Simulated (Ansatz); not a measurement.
PbS:
```xyz
4
Lattice="4.2158 0.0000 0.0000 0.0000 4.2158 0.0000 0.0000 0.0000 32.0000" Properties=species:S:1:pos:R:3 pbc="T T F"
Pb     2.1079     0.0000    14.5610
S      0.0000     2.1079    14.7817
Pb     0.0000     2.1079    17.4390
S      2.1079     0.0000    17.2183
```
Free-standing layer in the xy plane with vacuum along z and no interaction between images.

Relaxed with r²SCAN+D4.

Q: All from r²SCAN+D4 in the plane-wave PAW code Ansatz, unless another level is named. Give the electron effective mass with spin–orbit coupling, in the valley on the Γ–X line, 82 % of the way from Γ.

A: 0.14 along x, 0.22 along y (mₑ).

Q: Predict the electron effective mass, in the valley on the Γ–X line, 84 % of the way from Γ.

A: 0.16 along x, 0.19 along y (mₑ).

Q: Next, the hole effective mass with spin–orbit coupling, in the valley on the Γ–X line, 81 % of the way from Γ?

A: 0.15 along x, 0.25 along y (mₑ).

Q: Give the HSE06 gap on the r²SCAN+D4 cell.

A: 2.39 eV.

Space group P4/nmm (square). The layer was cut from a bulk entry of the Materials Project (measured or hypothetical); whether that bulk phase is the ambient one, and whether the layer has been isolated, was not checked. Symmetry was held in the r²SCAN+D4 relaxation; its stability against distortions is not shown here. Scalar-relativistic: spin–orbit coupling is off unless named, which matters more the heavier the elements.

Potentials: the later of the program's two PAW sets.
